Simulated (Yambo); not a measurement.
Yambo run on Be2C (space group Fm-3m, No. 225). The wavefunctions are LDA (pw.x of Quantum ESPRESSO, ONCV potentials, without SOC) ones on a 6×6×6 mesh (6 occupied bands); a = 3.0199 Å, b = 3.0199 Å, c = 3.0199 Å, α = 60.00°, β = 60.00°, γ = 60.00°.

Yambo input:

```
gw0
dyson
el_el_corr
HF_and_locXC
ppa
em1d
EXXRLvcs= 88 Ry
VXCRLvcs= 352 Ry
Chimod= "HARTREE"
% BndsRnXp
 3 | 76 |
%
NGsBlkXp= 14 Ry
% LongDrXp
 1.0 | 1.0 | 1.0 |
%
PPAPntXp= 27.2114 eV
% GbndRnge
 1 | 76 |
%
GTermKind= "BG"
DysSolver= "n"
ExtendOut
% QPkrange
 1 | 1 | 6 | 7 |
 13 | 13 | 7 | 7 |
%
```

k points by index: 1 = Γ, 13 = X.

The o-*.qp file then holds:

```
#    K-point    Band    Eo [eV]    E [eV]    E-Eo [eV]    Vxc [eV]    Vnlxc [eV]    Sc|Eo [eV]    Sc|E [eV]    dSc/dw|Eo [eV]    Re(Z)    Im(Z)
#
    1    6    0.000000    -0.366684    -0.366684    -15.11326    -16.72614    1.159454    1.246189    -6.435692    0.808728    -0.999923E-3
    1    7    4.126288    5.183254    1.056966    -12.45788    -7.023562    -4.162209    -4.377349    -5.538289    0.830889    -0.998334E-3
    13    7    1.212199    1.711870    0.499671    -11.50385    -7.065047    -3.837842    -3.939133    -5.515384    0.831471    -0.925524E-3
```
(The two width columns are left out.) Convergence of these settings isn't established.

Geometry relaxed with LDA.
